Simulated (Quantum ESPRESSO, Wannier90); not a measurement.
## Wannierisation of Ir (fcc (Cu type))

```
Ir
1.0
    0.00000     1.92697     1.92697
    1.92697     0.00000     1.92697
    1.92697     1.92697     0.00000
Ir
1
Direct
  0.00000   0.00000   0.00000
```

Materials Project entry mp-101; symmetrised, unrelaxed at this level. This is the element's usual structure. Level: PBEsol, no spin polarisation, no spin-orbit coupling; pw.x of Quantum ESPRESSO at 55 Ry with PseudoDojo potentials, 12×12×12 k-points, Wannier90. Density: 18×18×18 mesh, cold smearing 0.01 Ry. Spin-orbit coupling is left out although heavy elements are present.

The lattice is scaled uniformly with fixed fractional positions, and at each scale an atom-like model (Ir spd; disentangled, num_iter = 0) is made. Listed is the largest hopping of each kind of orbital pair shown, with the distance of the two functions' centres at scale 1; the mesh was not varied.

```tsv
scale	modulus of t, Ir1 px–Ir1 py at 2.73 Å (eV)	modulus of t, Ir1 py–Ir1 s at 2.73 Å (eV)	modulus of t, Ir1 px–Ir1 dxz at 2.73 Å (eV)
0.960	2.278	1.633	1.039
0.980	2.196	1.557	0.976
1.000	2.101	1.482	0.915
1.020	2.014	1.410	0.856
1.040	1.928	1.342	0.801
```

Problem. With |t| ∝ d^(−η), find η for each hopping from the ends of the series.

Solution. 
- Ir1 px–Ir1 py at 2.73 Å: η = −ln(1.928/2.278)/ln(1.040/0.960) = 2.1
- Ir1 py–Ir1 s at 2.73 Å: η = −ln(1.342/1.633)/ln(1.040/0.960) = 2.5
- Ir1 px–Ir1 dxz at 2.73 Å: η = −ln(0.801/1.039)/ln(1.040/0.960) = 3.3
Harrison's rules would take η = 2.0, 2.0, 3.5 for these pairs; they describe atomic orbitals, while these are orthogonalised and change shape with the volume.
